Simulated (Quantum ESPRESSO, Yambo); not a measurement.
## Quasiparticle gap of Cs2ICl6F

```cif
data_Cl6Cs2FI
_chemical_formula_sum 'F1 Cl6 I1 Cs2'
_space_group_name_H-M_alt 'P 1'
_space_group_IT_number 1
_cell_length_a 7.54595
_cell_length_b 7.54595
_cell_length_c 7.54595
_cell_angle_alpha 60.000
_cell_angle_beta 60.000
_cell_angle_gamma 60.000
loop_
_space_group_symop_operation_xyz
  'x, y, z'
loop_
_atom_site_label
_atom_site_type_symbol
_atom_site_fract_x
_atom_site_fract_y
_atom_site_fract_z
_atom_site_occupancy
F1 F 0.50000 0.50000 0.50000 1
Cl1 Cl 0.24025 0.75975 0.75975 1
Cl2 Cl 0.75975 0.24025 0.24025 1
Cl3 Cl 0.75975 0.24025 0.75975 1
Cl4 Cl 0.24025 0.75975 0.24025 1
Cl5 Cl 0.75975 0.75975 0.24025 1
Cl6 Cl 0.24025 0.24025 0.75975 1
I1 I 0.00000 0.00000 0.00000 1
Cs1 Cs 0.25000 0.25000 0.25000 1
Cs2 Cs 0.75000 0.75000 0.75000 1
```

The geometry is that of Materials Project entry mp-989516, symmetrised and not relaxed again.

Starting point: PBEsol (pw.x of Quantum ESPRESSO, ONCV potentials, without SOC). G0W0 in Yambo: 2×2×2 Γ-centred k mesh, 311 bands and a 6 Ry block in the screening, 311 bands in G with the Bruneval-Gonze terminator, plasmon pole fitted at 27.2 eV.

```
Quantity                                            Result
-------------------------------------------------  -------
PBEsol gap along the band path                     1.11 eV
PBEsol gap between the mesh's edge points (L → L)  1.11 eV
G0W0 gap between the same points                   1.75 eV
```

| k point | band | E PBEsol (eV) | E QP (eV) | shift (eV) | Z |
|---|---|---|---|---|---|
| Γ | VB | -1.07 | -1.12 | -0.06 | 0.64 |
| Γ | CB | 1.74 | 2.21 | 0.47 | 0.75 |
| L | VB | 0.00 | -0.21 | -0.21 | 0.69 |
| L | CB | 1.11 | 1.54 | 0.43 | 0.77 |
| X | VB | -0.76 | -0.89 | -0.13 | 0.65 |
| X | CB | 1.81 | 2.30 | 0.48 | 0.75 |

Energies count from the PBEsol valence-band maximum.

Nearest settings tried, and what they do to the gap: 199 bands in W, 199 bands in G: +50 meV; 5 Ry block (411 vectors against 537): +50 meV. Not varied: mesh. So the settings aren't converged at that level. The k mesh is coarse.

Spin-orbit coupling is left out, which matters for elements this heavy: edges can move by tenths of an eV.

The structure is a Materials Project entry; no match was found in the copy of COD used, and its stability was not checked.
